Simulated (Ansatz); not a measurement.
# Ir: energy along a strain

Ir, Fm-3m, a = 3.839 Å (as given, not relaxed at this level: 1.6 GPa). Ansatz: r2SCAN, PAW, 500 eV, Γ-centred 22×22×22 mesh on 1 atom, Gaussian smearing 0.15 eV; no spin polarisation. Cell vectors (Å): 0.000 1.920 1.920; 1.920 0.000 1.920; 1.920 1.920 0.000. The cell is strained by x per cent times the pattern (0 1 0 0 0 0) in the order xx yy zz yz xz xy (engineering shears), with fractional coordinates held. y is the free energy over the start, V0 = 14.149 Å³/atom.

| x (%) | y (meV/atom) |
| --- | --- |
| -2.00 | ? |
| -1.50 | 8.62 |
| -1.00 | 4.26 |
| -0.50 | 1.41 |
| 0.00 | 0.00 |
| 0.50 | 0.00 |
| 1.00 | 1.35 |
| 1.50 | 4.02 |
| 1.75 | 5.84 |
| 2.00 | 7.97 |

Problem. Fit y = c1 x + c2 x² + c3 x³ to the other rows, get the stiffness along the pattern, and predict the missing energy.

Solution. Least squares on the rows shown. y = −1.398 x + 2.809 x² − 0.05910 x³. The clamped-ion stiffness p·C·p = 2 × 28.09 eV × 160.2 / 14.149 Å³ = 636 GPa, which is C22 in these axes (C11 of the cubic crystal) (second derivative at the start, which stands under stress). At x = -2.00 the fit asked for gives 14.50 meV/atom. The run gave 14.53 meV/atom, so the fit is 0.03 meV/atom too low, a small miss on the scale of the series.

Spin–orbit coupling is left out, which can shift energies with elements as heavy as these.